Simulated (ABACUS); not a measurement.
Band structure of InP (F-43m, 2 atoms in the cell; from Materials Project mp-20351, lattice scaled a little).

```
CELL_PARAMETERS angstrom
      0.00000     3.02135     3.02135
      3.02135     0.00000     3.02135
      3.02135     3.02135     0.00000
ATOMIC_POSITIONS crystal
  In 0.00000 0.00000 0.00000
  P  0.25000 0.25000 0.25000
```

Method: LDA (PW92), numerical atomic orbitals DZP (confined pseudo-atomic orbitals with Gaussian additions; energy shift 0.003 Ry), PseudoDojo 0.4 standard norm-conserving LDA (tails mended) pseudopotentials in ABACUS 3.10.1.

Settings: basis = DZP numerical atomic orbitals, energy shift 0.003 Ry; KPT = Gamma 6 6 6 0 0 0; basis_type = lcao; dft_functional = PWLDA; ecutwfc = 100 Ry; smearing_method = fd; smearing_sigma = 0.000734986 Ry; potentials = PseudoDojo 0.4 standard norm-conserving LDA (tails mended); symmetry = 1; symmetry_prec = 1e-05; nbands = 21; ks_solver = genelpa; scf_nmax = 100; scf_thr = 1.0e-07.

The atom-centred basis is finite, which shifts total energies, pressures and gaps against plane waves. The structure comes from a collection of computed structures, made at another level of theory; the collection holds predicted forms beside known ones. Its lattice was then scaled.

Task: Predict the gap along the standard path and the places of the band edges.

Result: The gap along the path is 0.10 eV, direct at Γ to within 0.01 eV.

Points are given in units of this cell's reciprocal vectors. Levels in eV from the top of the valence band on the SCF mesh, bands 6 to 10:
| point | 6 | 7 | 8 | 9 | 10 |
|---|---|---|---|---|---|
| Γ (0 0 0) | -10.96 | 0.00 | 0.00 | 0.00 | 0.10 |
| X (0.5 0 0.5) | -8.94 | -5.51 | -2.07 | -2.07 | 1.80 |
| W (0.5 0.25 0.75) | -8.88 | -5.39 | -2.65 | -2.60 | 3.98 |
| K (0.375 0.375 0.75) | -8.95 | -5.39 | -2.96 | -1.73 | 2.30 |
| L (0.5 0.5 0.5) | -9.50 | -5.40 | -0.86 | -0.86 | 1.15 |
| U (0.625 0.25 0.625) | -8.95 | -5.39 | -2.96 | -1.73 | 2.30 |

Higher empty bands are left out: an atom-centred basis made for the valence describes them poorly.

The atomic orbitals were generated for these runs; they are not ABACUS's published sets and were checked against plane waves on a few crystals only.

“Tails mended”: in these copies of the files the far tail of each local potential was reset to the Coulomb form.
